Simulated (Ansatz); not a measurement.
A relaxed structure of InP. Space group P6₃mc (No. 186), wurtzite type. All values below come from r2SCAN (plane waves to 500 eV, PAW, scalar-relativistic; Ansatz, an electronic-structure program).

```cif
data_In2P2
_chemical_formula_sum 'In2 P2'
_space_group_name_H-M_alt 'P 1'
_space_group_IT_number 1
_cell_length_a 4.16948
_cell_length_b 4.16948
_cell_length_c 6.84637
_cell_angle_alpha 90.000
_cell_angle_beta 90.000
_cell_angle_gamma 120.000
loop_
_space_group_symop_operation_xyz
  'x, y, z'
loop_
_atom_site_label
_atom_site_type_symbol
_atom_site_fract_x
_atom_site_fract_y
_atom_site_fract_z
_atom_site_occupancy
In1 In 0.33333 0.66667 0.92704 1
In2 In 0.66667 0.33333 0.42704 1
P1 P 0.66667 0.33333 0.80154 1
P2 P 0.33333 0.66667 0.30154 1
```

Give the band gap at the level r2SCAN.

1.09 eV, direct at Γ (no spin-orbit coupling).

No spin polarisation in the result.

It was reached from a disturbed copy of a Pm-3m (No. 221) cell (CsCl type), against which it lies -0.75 eV/atom.

The first start was generated by placing the elements on the sites of a structure type. Materials Project lists a structure of InP in the same space group, P6₃mc (No. 186); the sites were not compared with it, nor with measured phases. Known forms of InP include space group No. 216.
